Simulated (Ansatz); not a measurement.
Pb₄Se₃S in space group P4/mmm (No. 123; Pearson symbol tP8) at seven volumes, LDA in the plane-wave PAW code Ansatz, shape and atoms relaxed at each. One row is withheld.

```csv
V (Å³/atom),P (GPa)
24.511,6.90
25.319,4.20
26.128,1.92
26.936,0.00
27.744,-1.64
28.552,-3.05
29.360,?
```

### Question
Fit the shown pressures and predict the withheld one.

### Answer
P = (3/2)B₀(x^(7/2) − x^(5/2))[1 + (3/4)(B′ − 4)(x − 1)] with x = (V₀/V)^(2/3). Least squares on the six rows gives V₀ = 26.933 Å³/atom, B₀ = 59.3 GPa, B′ = 4.44. At V = 29.360, x = 0.9441 and P = -4.23 GPa. The run itself gave -4.25 GPa.

The first step of the workflow began from a Materials Project structure, measured or hypothetical; the Crystallography Open Database copy checked does not list it. With Se and S taken as one species the cell has the higher symmetry Fm-3m, so it may be an ordered model of a mixed-site phase. Whether it is the stable phase at ambient conditions was not checked. The cell was relaxed with LDA under the symmetry of its start; of distortions, only those at the zone centre were tested. Scalar-relativistic: spin–orbit coupling is off unless named, which matters more the heavier the elements.

Potentials: the later of the program's two PAW sets.
